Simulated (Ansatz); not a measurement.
SiBiS: rattling a relaxed structure

It was reached by relaxing an invented guess, and it needn't be the stable form of this composition.

Theory: DFT PBE, scalar-relativistic, plane waves, PAW in Ansatz 0.2.0. Settings: cutoff 420 eV, Γ-centred mesh 14×14×8 on the computed 3-atom cell, Gaussian smearing of 0.10 eV; no spin polarisation.

The cell below (3 atoms, space group P4/mmm (No. 123)) is relaxed within its symmetry.

```xyz
3
Lattice="3.3970 0.0000 0.0000 0.0000 3.3970 0.0000 0.0000 0.0000 5.8830" Properties=species:S:1:pos:R:3 pbc="T T T"
Si    0.0000    0.0000    0.0000
Bi    0.0000    0.0000    2.9415
S     1.6985    1.6985    0.0000
```

For the test a repeat of it with 6 atoms (edges 3.40, 5.88, 6.79 Å) was strained at random (σ = 1.5 % a component), the atoms were moved at random (σ = 0.10 Å), and all was relaxed again on a coarse 6×4×4 mesh (in the run’s order of axes) with 0.20 eV smearing, with no symmetry imposed.

These runs have no spin–orbit coupling, which can matter for Bi. An odd number of electrons in the primitive cell allows no gap without spin; a larger cell or a magnetic state could open one. The cell is a metal run without spin; a magnetic state may lie lower.

Problem. What happens?

Solution. It doesn't return. The energy falls by 90 meV/atom on that mesh, the volume changes by 11.5 %, and the end has space group P4mm (No. 99) at a loose tolerance. Relaxed again on a 14×14×8 mesh with 0.10 eV smearing, the new structure lies 98 meV/atom below the first (mesh in the axes of the run's cell; the cell below is made exact in the group named). Space group P4mm (No. 99), tetragonal, a = 3.261 Å, c = 7.113 Å. Si is surrounded by 4 S at 2.41 Å and 1 Bi at 2.72 Å; Bi has 1 Si at 2.72 Å and 4 Bi at 3.26 Å; S is surrounded by 4 Si at 2.41 Å.

```
Si Bi S
1.0
     3.26108    0.00000    0.00000
     0.00000    3.26108    0.00000
     0.00000    0.00000    7.11290
Si Bi S
1 1 1
Direct
  0.00000 0.00000 0.92760
  0.00000 0.00000 0.54481
  0.50000 0.50000 0.02759
```
